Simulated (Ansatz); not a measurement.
# Energy against volume for SiC (6H type, space group P6_3mc)

SiC (6H type, space group P6_3mc)

```
SiC
1.0
    3.07868     0.00000     0.00000
   -1.53934     2.66622     0.00000
    0.00000     0.00000    15.10787
Si C
6 6
Cartesian
  0.00000   0.00000  15.10516
  0.00000   0.00000   7.55122
  1.53934   0.88874  12.58614
  0.00000   1.77748   5.03220
  1.53934   0.88874   2.51701
  0.00000   1.77748  10.07094
  0.00000   0.00000  13.21131
  0.00000   0.00000   5.65738
  1.53934   0.88874  10.69784
  0.00000   1.77748   3.14391
  1.53934   0.88874   0.62893
  0.00000   1.77748   8.18286
```

This relaxed cell (volume V₀) is scaled evenly in all directions, its shape held. The atoms relax within the cell's symmetry.

Computed with r2SCAN (plane waves to 500 eV, PAW, scalar-relativistic; Ansatz, a program for electronic structure). k mesh 10×10×2 (Γ-centred), Fermi-Dirac smearing 0.05 eV. The energy includes the smearing's −TS. Stress and pressure are positive under compression. With the shape held, the modulus is that of even scaling; a crystal free to change shape is softer. SiC was relaxed with its symmetry unable to fall. The PAW data are Ansatz's earlier set. The zero of ΔE is the relaxed starting cell.

```csv
V/V₀,ΔE (meV/atom),P (GPa)
0.840,248.5,55.3
0.867,164.3,42.8
0.893,100.2,31.9
0.920,53.8,22.3
0.947,22.8,13.9
0.973,5.5,6.5
1.000,0.0,0.0
1.027,5.0,-5.7
1.053,19.2,-10.7
1.080,41.4,-15.1
1.107,70.7,-18.9
1.133,106.2,-22.3
1.160,147.1,-25.2
```

What the scan shows:

```
Item                                                                           Result
---------------------------------------------------------------------  --------------
Pressure at the smallest volume                                              55.3 GPa
Energy cost of the largest compression                                 248.5 meV/atom
Energy cost of the largest expansion                                   147.1 meV/atom
Bulk modulus at fixed cell shape B₀ (third-order Birch-Murnaghan fit)         227 GPa
Pressure derivative B₀′ (fit)                                                     3.9
Equilibrium volume of the fit                                           10.33 Å³/atom
Pressure for 5 % compression (fit)                                           12.9 GPa
```

(A scan under strain: stresses follow from slopes of the energy per volume, elastic moduli from its curvatures.)
